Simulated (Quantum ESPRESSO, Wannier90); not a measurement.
## Tight-binding from DFT: HgSe (P3₂21)

Cell from Materials Project (mp-1018722), symmetrised, no further relaxation. Not found in the COD (Crystallography Open Database) copy used, which has the formula in other groups; not checked further. Computed values, not measurements, from PBEsol: Quantum ESPRESSO (norm-conserving PseudoDojo potentials, cutoff 69 Ry, no spin polarisation, no spin-orbit coupling) on a Γ-centred 4×4×4 mesh, then Wannier90. Density: 12×12×4 mesh, cold smearing 0.01 Ry. The cell is built of weakly bound layers, chains or molecules, whose nearest atoms lie 3.28 Å apart. Database cells relaxed without dispersion often hold them too far apart, which can enlarge gaps and weakens couplings between them; spacing and stacking were not compared with the measured crystal. Spin-orbit coupling is left out although heavy elements are present.

```
begin unit_cell_cart
ang
    4.4216834770    0.0000000000    0.0000000000
   -2.2108417385    3.8292902185    0.0000000000
    0.0000000000    0.0000000000    9.9015996221
end unit_cell_cart
mp_grid = 4 4 4
```

Neighbour vectors b of the finite-difference formula (Å⁻¹), by shell:

```json
[
 {"shell": "1", "b_x": "0.00000", "b_y": "0.00000", "b_z": "0.15864"},
 {"shell": "1", "b_x": "0.00000", "b_y": "0.00000", "b_z": "-0.15864"},
 {"shell": "2", "b_x": "0.00000", "b_y": "0.41021", "b_z": "0.00000"},
 {"shell": "2", "b_x": "0.35525", "b_y": "0.20510", "b_z": "0.00000"},
 {"shell": "2", "b_x": "0.00000", "b_y": "-0.41021", "b_z": "0.00000"},
 {"shell": "2", "b_x": "0.35525", "b_y": "-0.20510", "b_z": "0.00000"},
 {"shell": "2", "b_x": "-0.35525", "b_y": "-0.20510", "b_z": "0.00000"},
 {"shell": "2", "b_x": "-0.35525", "b_y": "0.20510", "b_z": "0.00000"}
]
```

Q: Find the weights w_b from the completeness condition Σ_b w_b b_α b_β = δ_αβ.

A: Shell 1: Σ b_x² = 0.000, Σ b_y² = 0.000, Σ b_z² = 0.050 Å⁻²
Shell 2: Σ b_x² = 0.505, Σ b_y² = 0.505, Σ b_z² = 0.000 Å⁻²
Each of the three diagonal sums, weighted, has to give 1 and the off-diagonal ones 0, which holds for w_1 = 19.9 Å², w_2 = 1.98 Å². Check on xx: 19.87×0.000 + 1.98×0.505 = 1.00.

On this mesh the 12 functions of bands 28-30,46-54 (valence bands; start: SCDM (isolated), conv_tol = 1.0e-6) end with spreads 2.6642, 2.6637, 2.6641, 2.6642, 2.6635, 2.6635, 3.4608, 3.4607, 3.4605, 3.4605, 3.4604, 3.4603 Å², Ω_I = 34.8360 Å² and Ω_D = 0.0323 Å².

Ω_total is the sum of the spreads, 36.746 Å². Ω_OD = Ω_total − Ω_I − Ω_D = 1.878 Å². Only (Ω_D + Ω_OD)/Ω_total = 5.2 % depends on the gauge, and another start could lower the total by that share at most. The rms radius is √(Ω_total/12) = 1.75 Å.
